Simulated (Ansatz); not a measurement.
**RuSe in the zincblende structure**

Level of theory: DFT, PBE, scalar-relativistic, no spin polarisation; plane waves to 420 eV with PAW datasets (Ansatz 0.2.0), 10×10×10 k-mesh, Gaussian smearing of 0.05 eV; PAW files: Ansatz's generated set soft_2.

```yaml
crystal:
  lattice:
    - [0.00000, 2.75202, 2.75202]
    - [2.75202, 0.00000, 2.75202]
    - [2.75202, 2.75202, 0.00000]
  atoms:
    - { symbol: Ru, position: [0.00000, 0.00000, 0.00000] }
    - { symbol: Se, position: [0.25000, 0.25000, 0.25000] }
```

This is a trial structure made by placing the elements on a prototype's sites, so it needn't be the stable form.

The cell is relaxed to zero pressure at this level.

The cell has space group F-43m (read at 0.01 Å). In it the stress is -0.01, -0.01, -0.01, 0.00, 0.00, 0.00 GPa and the largest force component 0.000 eV/Å. Each change below starts from this cell, without further relaxation. Stress is in GPa, positive in compression, in the order xx, yy, zz, yz, xz, xy; energies are counted from the cell above and are free energies with the smearing's entropy, which match forces and stress in a metal.

Q: What happens when atom 2 (Se) is moved by 0.02 Å along y?

A: The energy changes by 2.2 meV per cell, and the force on it along the shift is -0.222 eV/Å (−F/u = 11.12 eV/Å²). Stress: 0.03, -0.02, 0.03, 0.00, -0.98, 0.00.
```tsv
atom	Fx (eV/Å)	Fy	Fz
Ru1	0.000	0.222	0.000
Se2	0.000	-0.222	0.000
```
In a harmonic crystal the energy would rise by −½F·u = ½ × 11.12 × 0.02² eV = 2.2 meV, which matches.

Q: What happens when atom 2 (Se) is moved by 0.05 Å along y?

A: The energy changes by 14.4 meV per cell, and the force on it along the shift is -0.600 eV/Å (−F/u = 12.01 eV/Å²). Stress: 0.23, 0.02, 0.23, 0.00, -2.46, 0.00.
| atom | Fx (eV/Å) | Fy | Fz |
| --- | --- | --- | --- |
| Ru1 | 0.000 | 0.600 | 0.000 |
| Se2 | 0.000 | -0.600 | 0.000 |
In a harmonic crystal the energy would rise by −½F·u = ½ × 12.01 × 0.05² eV = 15.0 meV, close to the run's value; the rest is anharmonic or numerical.

Q: What stress follows from an engineering strain of 1 % in yz, atoms carried along?

A: 0.01, 0.01, 0.01, -0.54, 0.00, 0.00 GPa; the energy changes by 0.7 meV per cell.
```tsv
atom	Fx (eV/Å)	Fy	Fz
Ru1	0.130	0.000	0.000
Se2	-0.130	0.000	0.000
```
The change of the stress over the strain gives a clamped-atom stiffness of about 54 GPa for this component.

Q: What stress follows from an engineering strain of -2 % in xz, atoms carried along?

A: 0.05, 0.08, 0.05, 0.00, 1.12, 0.00 GPa; the energy changes by 2.9 meV per cell.
```tsv
atom	Fx (eV/Å)	Fy	Fz
Ru1	0.000	-0.266	0.000
Se2	0.000	0.266	0.000
```
The change of the stress over the strain gives a clamped-atom stiffness of about 56 GPa for this component.
In a harmonic crystal the energy would rise by V(½Cε² − σ₀ε), with σ₀ the stress of the unstrained cell, = 2.9 meV, which matches.

Q: All atoms and the cell are disturbed at random:
```xyz
2
Lattice="-0.0396 2.7705 2.7630 2.7751 0.0059 2.7175 2.7619 2.7118 0.0190" Properties=species:S:1:pos:R:3 pbc="T T T"
Ru    0.0162   -0.0629    0.0582
Se    1.3582    1.4349    1.3166
```
Give the energy change, the stress and the forces.

A: 200.1 meV per cell; stress 2.71, 1.83, 2.07, -1.24, -6.04, 7.24 GPa.
```tsv
atom	Fx (eV/Å)	Fy	Fz
Ru1	0.458	1.509	-1.737
Se2	-0.458	-1.509	1.737
```

Q: All atoms and the cell are disturbed at random:
```
CELL_PARAMETERS angstrom
0.01701 2.68266 2.72038
2.73434 -0.01046 2.74785
2.75714 2.73294 -0.03327
ATOMIC_POSITIONS crystal
Ru 0.00250 0.01831 0.99011
Se 0.24750 0.23169 0.25989
```
Give the energy change, the stress and the forces.

A: 106.1 meV per cell; stress 3.81, 3.94, 2.95, 3.63, -1.37, 4.98 GPa.
```tsv
atom	Fx (eV/Å)	Fy	Fz
Ru1	-0.803	0.258	-1.296
Se2	0.803	-0.258	1.296
```
